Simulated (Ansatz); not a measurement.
A relaxation computed with Ansatz, from input to last step.

```yaml
crystal:
  lattice:
    - [4.0206967247, 0.0, 0.0]
    - [0.0, 4.0206967247, 0.0]
    - [0.0, 0.0, 7.0823360662]
  atoms:
    - { symbol: Ga, position: [0.5, 0.5, 0.0] }
    - { symbol: P, position: [0.0, 0.0, 0.5] }
    - { symbol: Pt, position: [0.0, 0.5, 0.2907708753] }
    - { symbol: Pt, position: [0.0, 0.5, 0.7092291247] }
    - { symbol: Pt, position: [0.5, 0.0, 0.2907708753] }
    - { symbol: Pt, position: [0.5, 0.0, 0.7092291247] }
    - { symbol: Pt, position: [0.0, 0.0, 0.0] }
basis:
  ecutwfc: 420
kpoints:
  mp_grid: { grid: [10, 10, 6] }
hamiltonian:
  xc: pbesol
scf:
  occupations: { method: gaussian, width: 0.1 }
output:
  forces: true
  stress: true
  eigenvalues: true
relax:
  adjacent_minimum: "off"
  f_tol: 0.01
  max_steps: 30
  cell: { stress_tol: 0.1, fix: [volume] }
```

```bash
ansatz run input.yaml --threads 2 --pin off --max-ram 5120MiB --backend cpu --events-out ev --progress --plain --runs-dir out
```

Level of theory: DFT PBEsol, scalar-relativistic, plane waves, PAW in Ansatz 0.2.0.

The volume is held at 1.1 times that of the relaxed cell.

Of 3 frames 2 are shown, positions in Å and forces in eV/Å; the SCF threshold varies from step to step. Steps run on the plane waves of an earlier cell, with a Pulay correction in the pressure. The basis is chosen afresh for the last frame, the zero of the energies, and at times for earlier ones too; energy and pressure can step there, also at an unchanged geometry. Where two frames share a geometry here, they differ by under 2 meV/atom and 0.3 GPa.

```xyz
7
Lattice="4.0207 0.0000 0.0000 0.0000 4.0207 0.0000 0.0000 0.0000 7.0823" Properties=species:S:1:pos:R:3:forces:R:3 pbc="T T T" step=1 free_energy_over_end_meV_per_atom=0.03 pressure_GPa=-18.14
Ga    2.0103    2.0103    0.0000    0.0000    0.0000    0.0000
P     0.0000    0.0000    3.5412    0.0000    0.0000    0.0000
Pt    0.0000    2.0103    2.0593    0.0000    0.0000    0.0231
Pt    0.0000    2.0103    5.0230    0.0000    0.0000   -0.0231
Pt    2.0103    0.0000    2.0593    0.0000    0.0000    0.0231
Pt    2.0103    0.0000    5.0230    0.0000    0.0000   -0.0231
Pt    0.0000    0.0000    0.0000    0.0000    0.0000    0.0000
7
Lattice="4.0176 0.0000 0.0000 0.0000 4.0176 0.0000 0.0000 0.0000 7.0933" Properties=species:S:1:pos:R:3:forces:R:3 pbc="T T T" step=3 free_energy_over_end_meV_per_atom=0.00 pressure_GPa=-18.12
Ga    2.0088    2.0088    0.0000    0.0000    0.0000    0.0000
P     0.0000    0.0000    3.5466    0.0000    0.0000    0.0000
Pt    0.0000    2.0088    2.0657    0.0000    0.0000    0.0054
Pt    0.0000    2.0088    5.0275    0.0000    0.0000   -0.0054
Pt    2.0088    0.0000    2.0657    0.0000    0.0000    0.0054
Pt    2.0088    0.0000    5.0275    0.0000    0.0000   -0.0054
Pt    0.0000    0.0000    0.0000    0.0000    0.0000    0.0000
```

It took 120 s on 2 threads of Intel(R) Xeon(R) Processor @ 2.50GHz (Skylake/Cascade Lake), with other jobs on the host, peak memory 0.77 GiB.

Spin–orbit coupling is left out, which can shift energies with elements as heavy as these.